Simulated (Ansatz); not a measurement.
Total density of states per atom from DFT-PBE in the program Ansatz with PAW potentials, in 0.25 eV bins, energy from the Fermi level:

(E (eV), states/eV/atom): (-7.85, 0.44); (-7.60, 0.38); (-7.35, 0.34); (-7.10, 0.31); (-6.85, 0.43); (-6.60, 0.60); (-6.35, 0.60); (-6.10, 0.55); (-5.85, 0.61); (-5.60, 0.72); (-5.35, 0.91); (-5.10, 0.88); (-4.85, 0.68); (-4.60, 0.58); (-4.35, 0.49); (-4.10, 0.48); (-3.85, 0.50); (-3.60, 0.52); (-3.35, 0.71); (-3.10, 1.01); (-2.85, 1.03); (-2.60, 0.66); (-2.35, 0.43); (-2.10, 0.29); (-1.85, 0.17); (-1.60, 0.01); (-1.35, 0.00); (-1.10, 0.00); (-0.85, 0.00); (-0.60, 0.05); (-0.35, 0.22); (-0.10, 0.20); (0.15, 0.19); (0.40, 0.18); (0.65, 0.17); (0.90, 0.17); (1.15, 0.19); (1.40, 0.38); (1.65, 0.50); (1.90, 0.49); (2.15, 0.48); (2.40, 0.55); (2.65, 0.50); (2.90, 0.33); (3.15, 0.37); (3.40, 0.24); (3.65, 0.19); (3.90, 0.15); (4.15, 0.15); (4.40, 0.19); (4.65, 0.21)

### Question
Which of these materials gives this?
A) HW2O6, Pmm2 (Pearson symbol oP9)
B) Cu2O, Pn-3m (Cu on 4c, O on 2a)
C) MgAl3N3O, Pm (Pearson symbol mP8)
D) CoPtW, P3m1 (Co on 1a, Pt on 1b, W on 1c)

### Answer
A, HW2O6, Pmm2 (Pearson symbol oP9). Within 0.5 eV of the Fermi level: W 5d 83 %, O 2p 15 %. Projections are on Löwdin-orthogonalised atomic valence shells; empty p or d shells of many metals are not among them.

The start of the workflow was typed in or built on a structure type; neither database checked (COD, Materials Project) lists it. Whether it is the stable phase at ambient conditions was not checked. The PBE relaxation kept the symmetry of its start; its stability against distortions is not shown here. The workflow began spin-polarised and lost its moments. No Hubbard U is applied. Spin–orbit coupling is left out wherever it is not named.

Potentials: the earlier of the program's two PAW sets.
